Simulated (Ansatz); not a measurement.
Ti₄SnS₈:
```cif
data_S8SnTi4
_chemical_formula_sum 'Ti4 S8 Sn1'
_space_group_name_H-M_alt 'P-3m1'
_space_group_IT_number 164
_space_group_name_Hall '-P 3 2"'
_cell_length_a 6.84635
_cell_length_b 6.84635
_cell_length_c 7.03426
_cell_angle_alpha 90.000
_cell_angle_beta 90.000
_cell_angle_gamma 120.000
loop_
_atom_site_label
_atom_site_type_symbol
_atom_site_symmetry_multiplicity
_atom_site_Wyckoff_symbol
_atom_site_fract_x
_atom_site_fract_y
_atom_site_fract_z
_atom_site_occupancy
Ti1 Ti 1 a 0.00000 0.00000 0.00000 1
S1 S 6 i 0.33335 0.16668 0.20553 1
S2 S 2 d 0.33333 0.66667 0.19869 1
Ti2 Ti 3 e 0.00000 0.50000 0.00000 1
Sn1 Sn 1 b 0.00000 0.00000 0.50000 1
```

Relaxed with plane-wave PAW r²SCAN (Ansatz code). Indices refer to the conventional cell of P-3m1, a = b = 6.846 Å, c = 7.034 Å, α = β = 90.00°, γ = 120.00°.

Question: Simulate the powder diffraction pattern (Fe Kα, λ = 1.93735 Å; lines above 1 %) up to 2θ = 90°.

Answer: Simulated powder pattern, Fe Kα, λ = 1.93735 Å (kinematic, ideal powder, no thermal factors, no anomalous dispersion; the 30 strongest lines at most, above 1 %, up to 2θ = 90°):

| 2θ (°) | d (Å) | I/Imax (%) | hkl |
|---|---|---|---|
| 15.83 | 7.034 | 46 | (0001) |
| 18.81 | 5.929 | 47 | (1 0 -1 0) |
| 24.68 | 4.533 | 51 | (0 1 -1 1)+(1 0 -1 1) |
| 32.88 | 3.423 | 12 | (1 1 -2 0) |
| 36.69 | 3.078 | 18 | (1 1 -2 1) |
| 37.35 | 3.025 | 17 | (0 1 -1 2)+(1 0 -1 2) |
| 38.14 | 2.965 | 18 | (2 0 -2 0) |
| 41.54 | 2.732 | 47 | (2 0 -2 1)+(0 2 -2 1) |
| 46.52 | 2.453 | 10 | (1 1 -2 2) |
| 50.60 | 2.267 | 100 | (2 0 -2 2)+(0 2 -2 2) |
| 51.22 | 2.241 | 7.3 | (2 1 -3 0) |
| 52.75 | 2.180 | 6.5 | (1 0 -1 3)+(0 1 -1 3) |
| 53.96 | 2.135 | 13 | (1 2 -3 1)+(2 1 -3 1) |
| 58.70 | 1.976 | 2.5 | (3 0 -3 0) |
| 60.10 | 1.934 | 5.0 | (1 1 -2 3) |
| 61.21 | 1.903 | 4.2 | (3 0 -3 1)+(0 3 -3 1) |
| 61.67 | 1.890 | 8.3 | (1 2 -3 2)+(2 1 -3 2) |
| 63.57 | 1.839 | 12 | (0 2 -2 3)+(2 0 -2 3) |
| 66.85 | 1.759 | 6.3 | (0004) |
| 68.42 | 1.723 | 3.3 | (0 3 -3 2)+(3 0 -3 2) |
| 68.94 | 1.712 | 33 | (2 2 -4 0) |
| 70.14 | 1.686 | 3.2 | (1 0 -1 4)+(0 1 -1 4) |
| 71.25 | 1.663 | 3.5 | (2 2 -4 1) |
| 72.18 | 1.644 | 2.7 | (3 1 -4 0) |
| 73.44 | 1.620 | 5.0 | (2 1 -3 3)+(1 2 -3 3) |
| 74.45 | 1.601 | 5.1 | (3 1 -4 1)+(1 3 -4 1) |
| 79.65 | 1.512 | 15 | (0 2 -2 4)+(2 0 -2 4) |
| 81.12 | 1.490 | 4.0 | (3 1 -4 2)+(1 3 -4 2) |
| 83.80 | 1.450 | 5.6 | (0 4 -4 1)+(4 0 -4 1) |
| 88.88 | 1.383 | 3.7 | (2 1 -3 4)+(1 2 -3 4) |

The start of the workflow was typed in or built on a structure type; neither database checked (COD, Materials Project) lists it. Whether it is the stable phase at ambient conditions was not checked. The r²SCAN relaxation kept the symmetry of its start; its stability against distortions is not shown here. The workflow began spin-polarised and lost its moments. Scalar-relativistic: spin–orbit coupling is off unless named, which matters more the heavier the elements.

Potentials: the earlier of the program's two PAW sets.
